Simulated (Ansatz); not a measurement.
Computed with DFT PBE, scalar-relativistic, plane waves, PAW in Ansatz. Settings: cutoff 420 eV, Γ-centred meshes spaced at most about 0.3 Å⁻¹, and about 0.25 Å⁻¹ or finer for metals (2π included), Gaussian smearing. No spin polarisation in the final relaxations.

Temperature and zero-point effects are left out.

Two relaxed structures of LaNb2F3:

1. Space group P-62m (No. 189), hexagonal, a = 4.116 Å, c = 8.757 Å. La has 2 Nb at 2.82 Å; Nb has 3 F at 2.08 Å and 1 La at 2.82 Å; around F lie 2 Nb at 2.08 Å and 6 F at 2.37–2.38 Å.

2. Space group P6/mmm (No. 191), hexagonal, a = 5.225 Å, c = 3.956 Å. La has 6 Nb at 3.02 Å and 12 F at 3.28 Å; Nb has 6 F at 2.49 Å, 3 La at 3.02 Å and 3 Nb at 3.02 Å; F has 4 Nb at 2.49 Å, 4 F at 2.61 Å and 4 La at 3.28 Å.

**Question.** Which form is favoured at zero pressure, and by what margin per atom?

**Answer.** Cell 2 is lower, by 0.37 eV/atom. Cell 1 has space group P-62m (No. 189), 21.4 Å³/atom and a gap of 0.02 eV on its mesh; cell 2 has space group P6/mmm (No. 191), 15.6 Å³/atom and no gap. Counting F atoms around La and Nb (those within 1.25 times the shortest such distance or 1.15 times the sum of covalent radii; a plus sign parts nearer from farther groups; the shortest distance is added where it is long for a bond), cell 1 has La 6+6+12 from 4.6 Å, Nb 3 and cell 2 has La 12 from 3.3 Å, Nb 6. The denser one is the lower, and pressure would at first widen the difference. Both come from invented guesses. A third cell relaxed alike, in P-3m1, lies 0.45 eV/atom below the lower of the two.

A magnetic state wasn't ruled out in cells without spin, among them P-62m, P6/mmm. Cells relaxed within their symmetry can be saddle points.
